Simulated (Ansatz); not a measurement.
WP (space group Pnma)

```yaml
crystal:
  lattice:
    - [5.66242, 0.00000, 0.00000]
    - [0.00000, 6.42067, 0.00000]
    - [0.00000, 0.00000, 6.18990]
  atoms:
    - { symbol: P, position: [0.31764, 0.37500, 0.56512] }
    - { symbol: P, position: [0.31764, 0.87500, 0.56512] }
    - { symbol: P, position: [0.68236, 0.12500, 0.43488] }
    - { symbol: P, position: [0.68236, 0.62500, 0.43488] }
    - { symbol: P, position: [0.18236, 0.12500, 0.06512] }
    - { symbol: P, position: [0.18236, 0.62500, 0.06512] }
    - { symbol: P, position: [0.81764, 0.37500, 0.93488] }
    - { symbol: P, position: [0.81764, 0.87500, 0.93488] }
    - { symbol: W, position: [0.98679, 0.37500, 0.31172] }
    - { symbol: W, position: [0.98679, 0.87500, 0.31172] }
    - { symbol: W, position: [0.01321, 0.12500, 0.68828] }
    - { symbol: W, position: [0.01321, 0.62500, 0.68828] }
    - { symbol: W, position: [0.51321, 0.12500, 0.81172] }
    - { symbol: W, position: [0.51321, 0.62500, 0.81172] }
    - { symbol: W, position: [0.48679, 0.37500, 0.18828] }
    - { symbol: W, position: [0.48679, 0.87500, 0.18828] }
```

The atoms are displaced by Q × the pattern below (from a DFPT mode at Y = (0.0, 0.5, 0.0), largest move 1; Q in Å), at fixed cell. It is one choice among 2 degenerate patterns. (q is in reciprocal vectors of the primitive cell; the cell shown is doubled to hold the pattern.)

| atom | x | y | z |
|---|---|---|---|
| P1 | 0.075 | -0.120 | -0.017 |
| P2 | -0.075 | 0.120 | 0.017 |
| P3 | -0.527 | 0.017 | 0.117 |
| P4 | 0.527 | -0.017 | -0.117 |
| P5 | -0.527 | 0.017 | -0.117 |
| P6 | 0.527 | -0.017 | 0.117 |
| P7 | 0.075 | -0.120 | 0.017 |
| P8 | -0.075 | 0.120 | -0.017 |
| W9 | 0.041 | 0.020 | 0.137 |
| W10 | -0.041 | -0.020 | -0.137 |
| W11 | -0.287 | -0.003 | -0.958 |
| W12 | 0.287 | 0.003 | 0.958 |
| W13 | -0.287 | -0.003 | 0.958 |
| W14 | 0.287 | 0.003 | -0.958 |
| W15 | 0.041 | 0.020 | -0.137 |
| W16 | -0.041 | -0.020 | 0.137 |

Computed with LDA (plane waves to 420 eV, PAW, scalar-relativistic; Ansatz, an electronic-structure program). k mesh 8×7×8 (Γ-centred), Fermi-Dirac smearing 0.05 eV. With partly filled bands, energies and forces of such displacements shift with the k mesh and the smearing. Spin-orbit coupling is left out, though W is heavy. WP is run without spin polarisation. WP was relaxed with its symmetry unable to fall. 

```csv
Q (Å),−dE/dQ from forces (eV/Å)
-0.280,19.280
-0.233,16.559
-0.187,13.519
-0.140,10.351
-0.093,6.960
-0.047,3.470
0.000,0.000
0.047,-3.470
0.093,-6.960
0.140,-10.351
0.187,-13.519
0.233,-16.559
0.280,-19.280
```

Task: What harmonic wavenumber does the curvature at Q = 0 give?

Result: 160 cm⁻¹. E″ = 74.28 eV/Å², M = Σ mᵢ|uᵢ|² = 789.3 u, ν̃ = 521.5·√(|E″|/M).

(A displaced cell: forces are minus the slopes of the energy, force constants its curvatures, and phonons follow from these.)
